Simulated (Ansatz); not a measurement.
Relaxed-ion elastic tensor of Rh (dhcp (α-La type), P6_3/mmc) in GPa (Voigt order), the program Ansatz at the r²SCAN level (PAW); density 12.44 g/cm³, 13.74 Å³ per atom.

|  | 1 | 2 | 3 | 4 | 5 | 6 |
|---|---|---|---|---|---|---|
| 1 | 492 | 180 | 167 | 0.0 | 0.0 | 0.0 |
| 2 | 180 | 492 | 167 | 0.0 | 0.0 | 0.0 |
| 3 | 167 | 167 | 511 | 0.0 | 0.0 | 0.0 |
| 4 | 0.0 | 0.0 | 0.0 | 115 | 0.0 | 0.0 |
| 5 | 0.0 | 0.0 | 0.0 | 0.0 | 115 | 0.0 |
| 6 | 0.0 | 0.0 | 0.0 | 0.0 | 0.0 | 156 |

Problem. Is the crystal mechanically stable?

Solution. Yes: the smallest eigenvalue of C is 115 GPa.

Problem. Work out the Voigt, Reuss and Hill averages.

Solution. K_V = 281, K_R = 281, K_H = 281; G_V = 143, G_R = 139, G_H = 141 GPa.

Problem. Give Young's modulus, Poisson's ratio, Pugh's ratio and the universal anisotropy index.

Solution. E = 9KG/(3K + G) = 361 GPa; ν = 0.29; K/G = 2.00 (ductile by the Pugh limit of 1.75); A_U = 5G_V/G_R + K_V/K_R − 6 = 0.14.

Problem. Estimate the sound speeds and the Debye temperature.

Solution. v_l = √((K + 4G/3)/ρ) = 6130 m/s, v_t = √(G/ρ) = 3360 m/s, mean 3750 m/s; Θ = (h/k)(3n/4πV)^(1/3) v_m = 466 K.

Problem. Solve the Christoffel equation for the three sound speeds along x, y, z.

Solution. Eigenvalues of C_ijkl n_j n_l equal ρv². In km/s, slowest first: x 3.04, 3.54, 6.29; y 3.04, 3.54, 6.29; z 3.04, 3.04, 6.41.

Problem. How much does each axis shrink under pressure?

Solution. Linear compressibilities β_i = Σ_j S_ij (j = 1 to 3): x 1.2, y 1.2, z 1.2 per TPa.

The workflow started from a Materials Project entry (that database holds measured and hypothetical structures alike); the Crystallography Open Database copy checked does not list it. It is not the phase usual at ambient conditions (space group No. 225). The r²SCAN relaxation kept the symmetry of its start; of distortions, only those at the zone centre were tested. The run is not spin-polarised. As this level gives no gap, shear constants depend on the k-mesh and smearing (Fermi–Dirac, 0.1 eV here). On the denser mesh and wider smearing of the elastic run this cell carries a stress of 0.4 GPa.

Potentials: the later of the program's two PAW sets.
